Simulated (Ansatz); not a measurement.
FeSi:
```
FeSi
1.0
    2.73570     0.00000     0.00000
   -1.36785     2.36919     0.00000
    0.00000     0.00000     3.50568
Fe Si
1 1
Direct
  0.00000   0.00000   0.00000
  0.66667   0.33333   0.50000
```
Starting moments (μB, in the order of the atoms Fe Si): 0.8 0.0.

Relaxed with PBE. Special points in fractions of this cell's reciprocal vectors: Γ (0.000, 0.000, 0.000); M (0.500, 0.000, 0.000); K (0.333, 0.333, 0.000); A (0.000, 0.000, 0.500); L (0.500, 0.000, 0.500); H (0.333, 0.333, 0.500).

Problem. List the band energies nearest the Fermi level at these points for DFT-PBE in the program Ansatz with PAW potentials.

Solution. In eV from the Fermi level; about four levels below and three above (degenerate sets whole), none deeper than 8.9 eV; … stands for higher levels left out; points with the same levels are listed once.

| k | below | above |
|---|---|---|
| Γ ↑ | -1.88 -1.88 -0.75 -0.75 | 4.69 … |
| M ↑ | -3.69 -3.30 -1.21 -0.10 | 1.06 4.28 4.42 |
| K ↑ | -4.97 -3.10 -2.37 -0.39 | 0.01 1.08 7.17 |
| A ↑ | -1.79 -1.79 -1.07 -1.07 | 10.04 10.04 … |
| L ↑ | -1.87 -1.87 -1.22 -0.09 | 1.76 3.31 … |
| H ↑ | -3.95 -3.49 -2.30 -1.12 | 1.91 2.37 2.37 |
| Γ ↓ | -0.98 -0.98 -0.19 -0.19 | 5.08 … |
| M ↓ | -6.87 -3.38 -2.68 -0.69 | 0.97 1.85 4.27 |
| K ↓ | -5.57 -4.90 -2.76 -1.94 | 0.44 0.84 1.69 |
| A ↓ | -0.87 -0.87 -0.55 -0.55 | 10.00 10.00 … |
| L ↓ | -4.15 -1.71 -1.43 -0.57 | 0.98 2.20 3.88 |
| H ↓ | -3.60 -3.52 -1.68 -0.47 | 2.31 2.79 3.07 |

Space group P-6m2. The cell is a constructed one: a structure type filled with these elements; neither database checked (COD, Materials Project) lists it. COD files the formula under space group No. 198, so this cell is another polymorph or a model. Its standing as an ambient phase is unchecked. The cell was relaxed with PBE under the symmetry of its start; whether a distortion lowers the energy is not shown. The final state is ferromagnetic, chosen from 4 collinear starts compared on coarse meshes (ties went to the first, and starts can fall back to one state), not a proven ground state.

Potentials: the later of the program's two PAW sets.
